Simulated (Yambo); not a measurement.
# Optical response of CaO

```xyz
2
Lattice="0.0000 2.3814 2.3814 2.3814 0.0000 2.3814 2.3814 2.3814 0.0000" Properties=species:S:1:pos:R:3 pbc="T T T"
O      2.3814     2.3814     2.3814
Ca     0.0000     0.0000     0.0000
```

Yambo, RPA with local fields on PBEsol bands shifted by a G0W0 scissor of 2.49 eV; 18×18×18 mesh, 23 bands, 4 Ry local-field block, 0.2 eV broadening; field along x.

```json
[
 {"E (eV)": "0.0", "Im ε": "0.00", "Re ε": "3.10", "Im ε, independent particles": "0.00"},
 {"E (eV)": "0.6", "Im ε": "0.00", "Re ε": "3.11", "Im ε, independent particles": "0.00"},
 {"E (eV)": "1.2", "Im ε": "0.01", "Re ε": "3.13", "Im ε, independent particles": "0.01"},
 {"E (eV)": "1.9", "Im ε": "0.01", "Re ε": "3.16", "Im ε, independent particles": "0.02"},
 {"E (eV)": "2.5", "Im ε": "0.02", "Re ε": "3.22", "Im ε, independent particles": "0.02"},
 {"E (eV)": "3.1", "Im ε": "0.03", "Re ε": "3.29", "Im ε, independent particles": "0.03"},
 {"E (eV)": "3.8", "Im ε": "0.04", "Re ε": "3.39", "Im ε, independent particles": "0.04"},
 {"E (eV)": "4.4", "Im ε": "0.05", "Re ε": "3.53", "Im ε, independent particles": "0.06"},
 {"E (eV)": "5.0", "Im ε": "0.08", "Re ε": "3.72", "Im ε, independent particles": "0.09"},
 {"E (eV)": "5.6", "Im ε": "0.13", "Re ε": "4.02", "Im ε, independent particles": "0.14"},
 {"E (eV)": "6.2", "Im ε": "0.34", "Re ε": "4.58", "Im ε, independent particles": "0.38"},
 {"E (eV)": "6.9", "Im ε": "1.23", "Re ε": "4.83", "Im ε, independent particles": "1.39"},
 {"E (eV)": "7.5", "Im ε": "1.90", "Re ε": "4.73", "Im ε, independent particles": "2.14"},
 {"E (eV)": "8.1", "Im ε": "2.39", "Re ε": "4.41", "Im ε, independent particles": "2.67"},
 {"E (eV)": "8.8", "Im ε": "2.81", "Re ε": "4.04", "Im ε, independent particles": "3.11"},
 {"E (eV)": "9.4", "Im ε": "2.88", "Re ε": "3.64", "Im ε, independent particles": "3.18"},
 {"E (eV)": "10.0", "Im ε": "3.15", "Re ε": "3.59", "Im ε, independent particles": "3.52"},
 {"E (eV)": "10.6", "Im ε": "4.01", "Re ε": "3.58", "Im ε, independent particles": "4.59"},
 {"E (eV)": "11.2", "Im ε": "4.69", "Re ε": "2.26", "Im ε, independent particles": "5.17"},
 {"E (eV)": "11.9", "Im ε": "4.61", "Re ε": "2.03", "Im ε, independent particles": "5.31"},
 {"E (eV)": "12.5", "Im ε": "5.49", "Re ε": "-0.17", "Im ε, independent particles": "5.47"},
 {"E (eV)": "13.1", "Im ε": "3.33", "Re ε": "-1.60", "Im ε, independent particles": "3.11"},
 {"E (eV)": "13.8", "Im ε": "1.97", "Re ε": "-1.49", "Im ε, independent particles": "1.83"},
 {"E (eV)": "14.4", "Im ε": "0.84", "Re ε": "-0.88", "Im ε, independent particles": "0.80"},
 {"E (eV)": "15.0", "Im ε": "0.58", "Re ε": "-0.17", "Im ε, independent particles": "0.58"},
 {"E (eV)": "15.6", "Im ε": "0.50", "Re ε": "0.28", "Im ε, independent particles": "0.54"},
 {"E (eV)": "16.2", "Im ε": "0.43", "Re ε": "0.65", "Im ε, independent particles": "0.49"},
 {"E (eV)": "16.9", "Im ε": "0.49", "Re ε": "1.07", "Im ε, independent particles": "0.56"},
 {"E (eV)": "17.5", "Im ε": "0.96", "Re ε": "1.53", "Im ε, independent particles": "1.12"},
 {"E (eV)": "18.1", "Im ε": "1.40", "Re ε": "0.86", "Im ε, independent particles": "1.46"},
 {"E (eV)": "18.8", "Im ε": "1.11", "Re ε": "0.66", "Im ε, independent particles": "1.18"},
 {"E (eV)": "19.4", "Im ε": "1.00", "Re ε": "0.65", "Im ε, independent particles": "1.13"},
 {"E (eV)": "20.0", "Im ε": "0.85", "Re ε": "0.66", "Im ε, independent particles": "0.98"}
]
```

Peak heights and small wiggles depend on the k mesh. Convergence of the RPA response with its 18×18×18 mesh was not tested. The scissor comes from a G0W0 run whose convergence isn't established. No excitonic effects at this level.

Geometry relaxed with PBEsol.
